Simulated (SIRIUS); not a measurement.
Input and output of a self-consistent single point for SiO2 (Imma, 12 atoms in the cell; from Materials Project mp-600000, changed as shown) (SIRIUS).

Method: LDA (PW92), PseudoDojo 0.4 standard norm-conserving LDA (tails mended) pseudopotentials (plane waves; SIRIUS 7.12.0).

The change in words: lattice scaled by 0.98. Reference geometry (Imma):
```xyz
12
Lattice="-2.5685 4.6769 4.3488 2.5685 -4.6769 4.3488 2.5685 4.6769 -4.3488" Properties=species:S:1:pos:R:3 pbc="T T T"
Si     0.0000     0.7913     7.3490
Si     2.5685     3.8856    -3.0002
Si     2.5685    -0.7913     3.0002
Si     0.0000     5.4683     1.3487
O      2.5685    -2.3385     3.3111
O      0.0000     7.0154     1.0377
O      1.2843     5.0808     2.1744
O      1.2843    -0.4039     2.1744
O      1.2843     4.2730    -2.1744
O     -1.2843     5.0808     2.1744
O      0.0000     0.0000     0.0000
O      0.0000     4.6769     0.0000
```

Reference input (self-consistent single point, DFT, LDA (PW92), plane waves, PseudoDojo 0.4 standard norm-conserving LDA (tails mended) pseudopotentials): parameters.ngridk = 4 4 4; parameters.xc_functionals = [XC_LDA_X, XC_LDA_C_PW]; parameters.gk_cutoff = 9.165 1/bohr; parameters.pw_cutoff = 18.331 1/bohr; parameters.smearing = gaussian; parameters.smearing_width = 0.0001 Ha; potentials = PseudoDojo 0.4 standard norm-conserving LDA (tails mended) pseudopotentials; parameters.electronic_structure_method = pseudopotential; parameters.num_bands = 38; parameters.num_mag_dims = 0; parameters.num_dft_iter = 100; parameters.energy_tol = 1e-07 Ha. This run's input differs from it in these lines:

```diff
@@ -32,7 +32,7 @@
     "lattice_vectors": [
-      [-0.3731369504, 0.6794344104, 0.6317733952],
-      [0.3731369504, -0.6794344104, 0.6317733952],
-      [0.3731369504, 0.6794344104, -0.6317733952]
+      [-0.3731369565, 0.679434446, 0.6317733526],
+      [0.3731369565, -0.679434446, 0.6317733526],
+      [0.3731369565, 0.679434446, -0.6317733526]
     ],
-    "lattice_vectors_scale": 13.008025,
+    "lattice_vectors_scale": 12.747865,
     "atom_coordinate_units": "au",
@@ -45,16 +45,16 @@
       "Si": [
-        [-0.0, 1.4954064856, 13.8876435857],
-        [4.8537747792, 7.3426933109, -5.669519467],
-        [4.8537747792, -1.4954064856, 5.669519467],
-        [0.0, 10.3335062821, 2.5486046517]
+        [0.0, 1.4654984901, 13.6098903308],
+        [4.7566995482, 7.1958401041, -5.5561289212],
+        [4.7566995482, -1.4654984901, 5.5561289212],
+        [0.0, 10.1268370844, 2.4976324883]
       ],
       "O": [
-        [4.8537747792, -4.4190498983, 6.2571153415],
-        [-0.0, 13.2571496948, 1.9610087772],
-        [2.4268873896, 9.6013580949, 4.1090620594],
-        [2.4268873896, -0.7632582984, 4.1090620594],
-        [2.4268873896, 8.0748414981, -4.1090620594],
-        [-2.4268873896, 9.6013580949, 4.1090620594],
+        [4.7566995482, -4.3306692971, 6.131972862],
+        [-0.0, 12.9920078914, 1.9217885476],
+        [2.3783497741, 9.4093317953, 4.0268807048],
+        [2.3783497741, -0.747993201, 4.0268807048],
+        [2.3783497741, 7.9133453933, -4.0268807048],
+        [-2.3783497741, 9.4093317953, 4.0268807048],
         [0.0, 0.0, 0.0],
-        [0.0, 8.8380997965, 0.0]
+        [0.0, 8.6613385943, 0.0]
       ]
```

The program printed (abridged):

```
[find] density tolerance         : 1e-06
[find] total energy tolerance    : 1e-07
[find] iter_solver_tol (initial) : 0.01
[find] iter_solver_tol (target)  : 1e-13
[find] num_dft_iter              : 100
Charges and magnetic moments
--------------------------------------------------------------------------------
total charge          : 64.000000
[find] | SCF iteration   0 out of 100|
[diagonalize] iterative solver tolerance (occupied, empty): 0.01 0.01
[diagonalize] average number of iterations: 2.88889
[find] Charges and magnetic moments
[find] total charge          : 64.000000
[find] Energy
   [... lines left out ...]

[find] Charges and magnetic moments
[find] total charge          : 64.000000
[find] Energy
[find] smearing (-TS)                 :       0.00000000
[find] Total energy                   :    -149.69684909 (Ha),    -299.39369818 (Ry)
[find] Free energy (E-TS)             :    -149.69684909 (Ha),    -299.39369818 (Ry)
[find] band gap (eV)                  :       5.62770103
[find] Efermi                         :       0.10071715
[find] iteration : 19, RMS (target) : 5.3195e-07 (1.0000e-06) , energy difference (target) : -1.7621e-12 (1.0000e-07)
[find] bands are converged : true
[find] iterative solver converged : false
[find] converged after 20 SCF iterations!
[find] Charges and magnetic moments
[find] total charge          : 64.000000
[find] Energy
[find] smearing (-TS)                 :       0.00000000
[find] Total energy                   :    -149.69684909 (Ha),    -299.39369818 (Ry)
[find] Free energy (E-TS)             :    -149.69684909 (Ha),    -299.39369818 (Ry)
[find] band gap (eV)                  :       5.62770103
[find] Efermi                         :       0.10071715
[ground_state] === stress tensor components [kbar] ===
[ground_state] === stress_total ===
[ground_state]  -181.785259    0.000000    0.000000
[ground_state]     0.000000 -178.690427    0.000000
[ground_state]     0.000000    0.000000 -185.970290
[ground_state] ==== total Forces in Ha/bohr =====
   [... lines left out ...]
[ground_state] atom:    7, force:       0.0000000      0.0211234     -0.0000000
[ground_state] atom:    8, force:       0.0000000      0.0211234     -0.0000000
[ground_state] atom:    9, force:      -0.0000000     -0.0211234      0.0000000
[ground_state] atom:   10, force:       0.0000000      0.0000000      0.0000000
[ground_state] atom:   11, force:       0.0000000      0.0000000      0.0000000
```

The run converged in 20 iterations. SIRIUS prints the stress tensor with tension positive. Against the reference run the free energy goes up by 79.1 meV/atom, the pressure goes from 7.00 to 18.21 GPa, the largest force goes from 0.439 to 1.086 eV/Å and the gap on the mesh goes from 5.588 to 5.628 eV.

Forces above 1 eV/Å remain at this geometry. The structure comes from a collection of computed structures, made at another level of theory; the collection holds predicted forms beside known ones. Its lattice was then scaled.

Cost on one core: roughly 5 core-minutes.

The gap that the log prints is read on the run's mesh, which can miss the band edges or a crossing.

“Tails mended”: in these copies of the files the far tail of each local potential was reset to the Coulomb form.
